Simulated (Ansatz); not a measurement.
Relaxed-ion elastic tensor of B (simple cubic, Pm-3m) in GPa (Voigt order), DFT-r²SCAN in the program Ansatz with PAW potentials; density 2.68 g/cm³, 6.71 Å³ per atom.

```
 454   121   121   0.0   0.0   0.0
 121   454   121   0.0   0.0   0.0
 121   121   454   0.0   0.0   0.0
 0.0   0.0   0.0  10.5   0.0   0.0
 0.0   0.0   0.0   0.0  10.5   0.0
 0.0   0.0   0.0   0.0   0.0  10.5
```

**Question.** Is the crystal mechanically stable?

**Answer.** Yes: the smallest eigenvalue of C is 10.5 GPa.

**Question.** Work out the Voigt and Reuss bounds. Is their mean of use?

**Answer.** K_V = 232, K_R = 232; G_V = 72.9, G_R = 16.8 GPa. The bounds lie so far apart that a Hill average or a Debye temperature from it would say little.

The cell is a constructed one: a structure type filled with these elements; neither database checked (COD, Materials Project) lists it. It is not the phase usual at ambient conditions (space group No. 166). The cell was relaxed with r²SCAN under the symmetry of its start; its stability against distortions is not shown here. As this level gives no gap, shear constants depend on the k-mesh and smearing (Fermi–Dirac, 0.1 eV here).

Potentials: the earlier of the program's two PAW sets.
